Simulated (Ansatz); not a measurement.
Ag₂S:
```
Ag2S
1.0
    3.95486     0.00000     0.00000
    0.00000     6.40082     0.00000
   -3.66095     0.00000     4.37669
Ag S
4 2
Direct
  0.18755   0.39748   0.45833
  0.18755   0.60252   0.95833
  0.19943   0.95498   0.28113
  0.19943   0.04502   0.78113
  0.86305   0.73622   0.44805
  0.86305   0.26378   0.94805
```

Relaxed with LDA. Special points in fractions of this cell's reciprocal vectors: Γ (0.000, 0.000, 0.000); Z (0.000, 0.500, 0.000); D (0.000, 0.500, 0.500); B (0.000, 0.000, 0.500); A (-0.500, 0.000, 0.500); E (-0.500, 0.500, 0.500); C2 (-0.500, 0.500, 0.000); Y2 (-0.500, 0.000, 0.000).

List the band energies nearest the valence-band maximum at these points for DFT-LDA in the program Ansatz with PAW potentials.

In eV from the valence-band maximum; about four levels below and three above (degenerate sets whole), none deeper than 8.9 eV; points with the same levels are listed once.

| k | below | above |
|---|---|---|
| Γ | -1.74 -0.80 -0.78 -0.28 | 0.09 0.73 3.52 |
| Z | -1.93 -1.57 -0.66 -0.35 | 1.10 1.62 3.41 |
| D | -1.32 -1.32 -0.77 -0.77 | 1.27 1.27 4.39 4.39 |
| B | -2.12 -2.12 -0.79 -0.79 | 2.54 2.54 3.94 3.94 |
| A | -1.86 -1.86 -1.00 -1.00 | 2.31 2.31 3.68 3.68 |
| E | -1.16 -1.16 -0.78 -0.78 | 1.09 1.09 4.29 4.29 |
| C2 | -2.80 -2.42 -2.07 -1.34 | 2.61 2.88 3.89 |
| Y2 | -2.47 -1.93 -1.53 -1.24 | 1.11 1.25 1.65 |

Space group Pc. The first step of the workflow began from a Materials Project structure, measured or hypothetical; the Crystallography Open Database copy checked does not list it. COD files the formula under space group No. 4, 14, so this cell is another polymorph or a model. Its standing as an ambient phase is unchecked. Symmetry was held in the LDA relaxation; of distortions, only those at the zone centre were tested, and some modes there are weakly imaginary. The run is not spin-polarised. Spin–orbit coupling is left out wherever it is not named.

Potentials: the later of the program's two PAW sets.
